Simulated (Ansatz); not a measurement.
BRh:
```xyz
4
Lattice="3.3543 0.0000 0.0000 -1.6771 2.9049 0.0000 0.0000 0.0000 4.0905" Properties=species:S:1:pos:R:3 pbc="T T T"
B      0.0000     0.0000     0.0000
B      0.0000     0.0000     2.0452
Rh     1.6771     0.9683     3.0678
Rh     0.0000     1.9366     1.0226
```

Relaxed with PBEsol. Special points in fractions of this cell's reciprocal vectors: Γ (0.000, 0.000, 0.000); M (0.500, 0.000, 0.000); K (0.333, 0.333, 0.000); A (0.000, 0.000, 0.500); L (0.500, 0.000, 0.500); H (0.333, 0.333, 0.500).

Problem. List the band energies nearest the Fermi level at these points for plane-wave PAW PBEsol (Ansatz code).

Solution. In eV from the Fermi level; about four levels below and three above (degenerate sets whole), none deeper than 8.9 eV; points with the same levels are listed once.

```tsv
k	below	above
Γ	-2.98 -2.98 -2.42 -0.07	5.77 5.77 6.24
M	-2.04 -1.30 -0.84 -0.46	1.17 3.22 4.73
K	-1.61 -1.61 -0.86 -0.76	0.97 4.64 5.75 5.75
A	-1.84 -1.84 -1.84 -1.84	4.54 4.54 4.66 4.66 4.66 4.66
L	-2.70 -2.70 -1.92 -1.92	0.78 0.78 4.15 4.15
H	-2.43 -2.43 -1.98 -1.98	0.97 0.97 2.31 2.31
```

Space group P6_3/mmc (NiAs type). The first step of the workflow began from a Materials Project structure, measured or hypothetical; the Crystallography Open Database copy checked does not list it. Whether it is the stable phase at ambient conditions was not checked. The cell was relaxed with PBEsol under the symmetry of its start; its stability against distortions is not shown here. The run is not spin-polarised. Scalar-relativistic: spin–orbit coupling is off unless named, which matters more the heavier the elements.

Potentials: the later of the program's two PAW sets.
